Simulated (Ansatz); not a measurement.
## Al2Zn: what symmetry allows forces and stress to be

```
Al Zn
1.0
     2.95045    0.00000    0.00000
    -1.47523    2.55517    0.00000
     0.00000    0.00000    6.98048
Al Zn
2 1
Direct
  0.33333 0.66667 0.30458
  0.66667 0.33333 0.69542
  0.00000 0.00000 0.00000
```

Theory: DFT PBEsol, scalar-relativistic, plane waves, PAW (Ansatz 0.2.0).

Settings: cutoff 420 eV, Γ-centred mesh 18×18×6 on the computed 3-atom cell, Gaussian smearing of 0.10 eV; no spin polarisation.

This distorted cell has space group P-3m1, with 12 operations.

Without a calculation: in which directions can each atom feel a force?

A force must be left unchanged by every operation that keeps its atom in place, so it lies in the space that those operations leave fixed. Atoms that the group maps onto each other feel forces of one size.
```
atom site symmetry operations at the site equivalent to atom allowed force (Cartesian)
 Al1            3m.                       6                   1   along (0.00, 0.00, 1.00)
 Al2            3m.                       6                   1   along (0.00, 0.00, 1.00)
 Zn3           -3m.                      12                   3                       none
```

That leaves 1 independent force component of 9. A relaxation in this cell that keeps the symmetry moves the atoms in these directions alone.

And the stress tensor?

It must be invariant under the point group, which leaves 2 independent components: yz, xz, xy vanish; xx = yy.

Do the computed values obey this?

Yes. Forces (eV/Å):
```
Al1  0.000  0.000  0.712
Al2  0.000  0.000 -0.712
Zn3  0.000  0.000  0.000
```

Stress (GPa, compression positive, xx yy zz yz xz xy): -6.26 -6.26 -5.02 0.00 0.00 0.00. The program imposes the same operations on density, forces and stress, so this confirms the analysis and is no independent test of the calculation.